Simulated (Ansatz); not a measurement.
Al4C3:
```cif
data_C9Al12
_chemical_formula_sum 'Al12 C9'
_space_group_name_H-M_alt 'R-3m :H'
_space_group_IT_number 166
_space_group_name_Hall '-R 3 2"'
_cell_length_a 3.31184
_cell_length_b 3.31184
_cell_length_c 24.77139
_cell_angle_alpha 90.000
_cell_angle_beta 90.000
_cell_angle_gamma 120.000
loop_
_atom_site_label
_atom_site_type_symbol
_atom_site_symmetry_multiplicity
_atom_site_Wyckoff_symbol
_atom_site_fract_x
_atom_site_fract_y
_atom_site_fract_z
_atom_site_occupancy
Al1 Al 6 c 0.00000 0.00000 0.13003 1
Al2 Al 6 c 0.00000 0.00000 0.29354 1
C1 C 6 c 0.00000 0.00000 0.21668 1
C2 C 3 a 0.00000 0.00000 0.00000 1
```
(The calculation used a cell of 7 atoms; values per cell refer to that cell.)

Relaxed with LDA.

Question: Which orbitals make up the states near the band edges in plane-wave PAW LDA (Ansatz code)?

Answer: Top 1 eV of the valence band: C 2p 84 %, Al 3p 12 %. Bottom 1 eV of the conduction band: Al 3p 47 %, C 2s 19 %, C 2p 12 %, Al 3s 7 %, outside the projected shells 14 %. Projections are on Löwdin-orthogonalised atomic valence shells; empty p or d shells of many metals are not among them.

Question: Tabulate the density of states.

Answer: States/eV per cell of 7 atoms, in 0.25 eV bins, energy from the valence-band maximum.

| E (eV) | total | C 2p | Al 3p | Al 3s |
|---|---|---|---|---|
| -7.85 | 0.00 | 0.00 | 0.00 | 0.00 |
| -7.60 | 0.23 | 0.12 | 0.06 | 0.05 |
| -7.35 | 0.75 | 0.37 | 0.20 | 0.15 |
| -7.10 | 0.97 | 0.48 | 0.27 | 0.18 |
| -6.85 | 1.36 | 0.67 | 0.37 | 0.24 |
| -6.60 | 1.10 | 0.54 | 0.30 | 0.18 |
| -6.35 | 1.20 | 0.60 | 0.31 | 0.20 |
| -6.10 | 2.07 | 1.07 | 0.52 | 0.35 |
| -5.85 | 2.65 | 1.39 | 0.64 | 0.45 |
| -5.60 | 2.04 | 1.07 | 0.51 | 0.31 |
| -5.35 | 2.01 | 1.10 | 0.42 | 0.34 |
| -5.10 | 3.07 | 1.72 | 0.56 | 0.52 |
| -4.85 | 2.35 | 1.30 | 0.52 | 0.30 |
| -4.60 | 2.36 | 1.31 | 0.59 | 0.25 |
| -4.35 | 2.38 | 1.35 | 0.64 | 0.22 |
| -4.10 | 2.22 | 1.28 | 0.59 | 0.19 |
| -3.85 | 2.24 | 1.31 | 0.60 | 0.16 |
| -3.60 | 2.37 | 1.41 | 0.63 | 0.16 |
| -3.35 | 2.27 | 1.40 | 0.58 | 0.15 |
| -3.10 | 2.73 | 1.75 | 0.68 | 0.16 |
| -2.85 | 3.25 | 2.15 | 0.76 | 0.20 |
| -2.60 | 2.81 | 1.91 | 0.61 | 0.17 |
| -2.35 | 3.10 | 2.14 | 0.67 | 0.17 |
| -2.10 | 3.91 | 2.73 | 0.87 | 0.18 |
| -1.85 | 4.21 | 3.06 | 0.83 | 0.19 |
| -1.60 | 3.94 | 2.97 | 0.67 | 0.17 |
| -1.35 | 3.69 | 2.87 | 0.57 | 0.13 |
| -1.10 | 3.56 | 2.85 | 0.50 | 0.11 |
| -0.85 | 3.17 | 2.58 | 0.45 | 0.06 |
| -0.60 | 1.94 | 1.64 | 0.22 | 0.02 |
| -0.35 | 1.27 | 1.12 | 0.11 | 0.01 |
| -0.10 | 0.81 | 0.74 | 0.04 | 0.00 |
| 0.15 | 0.00 | 0.00 | 0.00 | 0.00 |
| 0.40 | 0.00 | 0.00 | 0.00 | 0.00 |
| 0.65 | 0.00 | 0.00 | 0.00 | 0.00 |
| 0.90 | 0.00 | 0.00 | 0.00 | 0.00 |
| 1.15 | 0.00 | 0.00 | 0.00 | 0.00 |
| 1.40 | 0.11 | 0.01 | 0.05 | 0.01 |
| 1.65 | 0.49 | 0.05 | 0.23 | 0.02 |
| 1.90 | 0.58 | 0.07 | 0.27 | 0.03 |
| 2.15 | 0.76 | 0.11 | 0.35 | 0.06 |
| 2.40 | 1.61 | 0.24 | 0.84 | 0.18 |
| 2.65 | 1.10 | 0.15 | 0.54 | 0.12 |
| 2.90 | 1.25 | 0.15 | 0.56 | 0.23 |
| 3.15 | 1.54 | 0.19 | 0.70 | 0.30 |
| 3.40 | 2.26 | 0.31 | 1.04 | 0.37 |
| 3.65 | 3.04 | 0.40 | 1.34 | 0.51 |
| 3.90 | 2.65 | 0.33 | 1.00 | 0.60 |
| 4.15 | 1.53 | 0.21 | 0.58 | 0.39 |
| 4.40 | 1.86 | 0.27 | 0.75 | 0.40 |
| 4.65 | 2.42 | 0.36 | 0.96 | 0.49 |
| 4.90 | 3.44 | 0.56 | 1.41 | 0.70 |
| 5.15 | 3.50 | 0.62 | 1.48 | 0.58 |
| 5.40 | 2.50 | 0.43 | 1.04 | 0.44 |
| 5.65 | 2.68 | 0.49 | 1.11 | 0.49 |
| 5.90 | 2.86 | 0.46 | 1.28 | 0.47 |
| 6.15 | 2.27 | 0.38 | 0.99 | 0.39 |

The workflow started from a Materials Project entry (that database holds measured and hypothetical structures alike); the Crystallography Open Database files this formula in space group No. 166, but the cells were not matched. Whether it is the stable phase at ambient conditions was not checked. The cell was relaxed with LDA under the symmetry of its start; whether a distortion lowers the energy is not shown.

Potentials: the later of the program's two PAW sets.
